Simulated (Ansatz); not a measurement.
Does relaxation matter for the field gradients of BAs with Zn replacing B?

Start: a supercell of BAs (zinc blende type, F-43m) built from an entry of the Crystallography Open Database (COD), with all atoms left at the host's positions.

```yaml
crystal:
  lattice:
    - [0.00000, 7.16550, 7.16550]
    - [7.16550, 0.00000, 7.16550]
    - [7.16550, 7.16550, 0.00000]
  atoms:
    - { symbol: Zn, position: [0.00000, 0.00000, 0.00000] }
    - { symbol: B, position: [0.00000, 0.00000, 0.33333] }
    - { symbol: B, position: [0.00000, 0.00000, 0.66667] }
    - { symbol: B, position: [0.00000, 0.33333, 0.00000] }
    - { symbol: B, position: [0.00000, 0.33333, 0.33333] }
    - { symbol: B, position: [0.00000, 0.33333, 0.66667] }
    - { symbol: B, position: [0.00000, 0.66667, 0.00000] }
    - { symbol: B, position: [0.00000, 0.66667, 0.33333] }
    - { symbol: B, position: [0.00000, 0.66667, 0.66667] }
    - { symbol: B, position: [0.33333, 0.00000, 0.00000] }
    - { symbol: B, position: [0.33333, 0.00000, 0.33333] }
    - { symbol: B, position: [0.33333, 0.00000, 0.66667] }
    - { symbol: B, position: [0.33333, 0.33333, 0.00000] }
    - { symbol: B, position: [0.33333, 0.33333, 0.33333] }
    - { symbol: B, position: [0.33333, 0.33333, 0.66667] }
    - { symbol: B, position: [0.33333, 0.66667, 0.00000] }
    - { symbol: B, position: [0.33333, 0.66667, 0.33333] }
    - { symbol: B, position: [0.33333, 0.66667, 0.66667] }
    - { symbol: B, position: [0.66667, 0.00000, 0.00000] }
    - { symbol: B, position: [0.66667, 0.00000, 0.33333] }
    - { symbol: B, position: [0.66667, 0.00000, 0.66667] }
    - { symbol: B, position: [0.66667, 0.33333, 0.00000] }
    - { symbol: B, position: [0.66667, 0.33333, 0.33333] }
    - { symbol: B, position: [0.66667, 0.33333, 0.66667] }
    - { symbol: B, position: [0.66667, 0.66667, 0.00000] }
    - { symbol: B, position: [0.66667, 0.66667, 0.33333] }
    - { symbol: B, position: [0.66667, 0.66667, 0.66667] }
    - { symbol: As, position: [0.08333, 0.08333, 0.08333] }
    - { symbol: As, position: [0.08333, 0.08333, 0.41667] }
    - { symbol: As, position: [0.08333, 0.08333, 0.75000] }
    - { symbol: As, position: [0.08333, 0.41667, 0.08333] }
    - { symbol: As, position: [0.08333, 0.41667, 0.41667] }
    - { symbol: As, position: [0.08333, 0.41667, 0.75000] }
    - { symbol: As, position: [0.08333, 0.75000, 0.08333] }
    - { symbol: As, position: [0.08333, 0.75000, 0.41667] }
    - { symbol: As, position: [0.08333, 0.75000, 0.75000] }
    - { symbol: As, position: [0.41667, 0.08333, 0.08333] }
    - { symbol: As, position: [0.41667, 0.08333, 0.41667] }
    - { symbol: As, position: [0.41667, 0.08333, 0.75000] }
    - { symbol: As, position: [0.41667, 0.41667, 0.08333] }
    - { symbol: As, position: [0.41667, 0.41667, 0.41667] }
    - { symbol: As, position: [0.41667, 0.41667, 0.75000] }
    - { symbol: As, position: [0.41667, 0.75000, 0.08333] }
    - { symbol: As, position: [0.41667, 0.75000, 0.41667] }
    - { symbol: As, position: [0.41667, 0.75000, 0.75000] }
    - { symbol: As, position: [0.75000, 0.08333, 0.08333] }
    - { symbol: As, position: [0.75000, 0.08333, 0.41667] }
    - { symbol: As, position: [0.75000, 0.08333, 0.75000] }
    - { symbol: As, position: [0.75000, 0.41667, 0.08333] }
    - { symbol: As, position: [0.75000, 0.41667, 0.41667] }
    - { symbol: As, position: [0.75000, 0.41667, 0.75000] }
    - { symbol: As, position: [0.75000, 0.75000, 0.08333] }
    - { symbol: As, position: [0.75000, 0.75000, 0.41667] }
    - { symbol: As, position: [0.75000, 0.75000, 0.75000] }
```

Sites (sets of like atoms) are named by element and the number of their first atom in this list.

Method: Kohn–Sham DFT in Ansatz, PBE, plane waves and PAW, scalar-relativistic, 420 eV cutoff, Γ-centred 2×2×2 k-points, Fermi–Dirac smearing 0.01 eV, cell charge -1.

The largest force at the start is 4.8 eV/Å. Relaxing the ions at fixed cell moves them by 0.173 Å at most (atom 28, As) and 0.050 Å rms.

| site | atom | moved (Å) | first shell before | first shell after | V_zz before (10²¹ V/m²) | η before |
| --- | --- | --- | --- | --- | --- | --- |
| Zn | 1 | 0.000 | 4 As at 2.07 Å | 4 As at 2.24 Å | 0.00 | – |
| B2 | 2 | 0.034 | 4 As at 2.07 Å | 4 As at 2.03–2.07 Å | -0.22 | 0.40 |
| B5 | 5 | 0.002 | 4 As at 2.07 Å | 4 As at 2.07–2.08 Å | 0.055 | 0.00 |
| B9 | 9 | 0.006 | 4 As at 2.07 Å | 4 As at 2.07 Å | 0.044 | 0.00 |
| B15 | 15 | 0.001 | 4 As at 2.07 Å | 4 As at 2.07 Å | 0.023 | 0.60 |
| As28 | 28 | 0.173 | 1 Zn at 2.07 Å, 3 B at 2.07 Å | 3 B at 2.03 Å, 1 Zn at 2.24 Å | -17.68 | 0.00 |
| As29 | 29 | 0.013 | 4 B at 2.07 Å | 4 B at 2.03–2.08 Å | -1.55 | 0.96 |
| As33 | 33 | 0.009 | 4 B at 2.07 Å | 4 B at 2.07 Å | 0.88 | 0.81 |
| As41 | 41 | 0.000 | 4 B at 2.07 Å | 4 B at 2.07 Å | -0.30 | 0.00 |

Q: How do the gradients change?

A: 

| site | atom | V_zz after | η after | change of V_zz |
| --- | --- | --- | --- | --- |
| Zn | 1 | 0.00 | – | 0.00 |
| B2 | 2 | -0.32 | 0.59 | -0.10 |
| B5 | 5 | 0.029 | 0.00 | -0.03 |
| B9 | 9 | 0.040 | 0.00 | 0.00 |
| B15 | 15 | -0.034 | 0.76 | – |
| As28 | 28 | -15.86 | 0.00 | +1.82 |
| As29 | 29 | -3.25 | 0.98 | -1.70 |
| As33 | 33 | 0.52 | 0.37 | -0.36 |
| As41 | 41 | -0.28 | 0.00 | +0.02 |

The largest change of V_zz along a kept axis is on As28, from -17.68 to -15.86. In per cent, |V_zz| changes by -41 to +110 on As (all sites that start above 0.5). Where |V_zz| stays above 0.1 and the axes keep their order, η moves most on As33, from 0.81 to 0.37. On B15 the largest principal value lies along another axis in the second run, so the two V_zz can't be compared directly. Other sites without a gradient aren't listed.

The defect repeats with the cell of 54 atoms, so it feels its images: sites between two images don't show the values beside a lone defect, and zeros or small values of η there can come from the images' arrangement. A uniform background compensates the cell's charge.
Before: The cell keeps the host's lattice, where the PBE pressure is 6 GPa (in a charged cell this depends on the convention for the mean potential). The neighbours have not yet relaxed around the defect (largest force 4.8 eV/Å), so the values at and beside it are those of a strained start, not of the defect in a real crystal.
After: The relaxation keeps the site symmetry -43m of the start, so the impurity can't leave its site; a start off the site could end lower. With a gap of 0.9 eV on this mesh, small gradients can still move by 0.1 × 10²¹ V/m² or more as the k-mesh gets denser. The cell keeps the host's lattice, where the PBE pressure is 5 GPa (in a charged cell this depends on the convention for the mean potential).
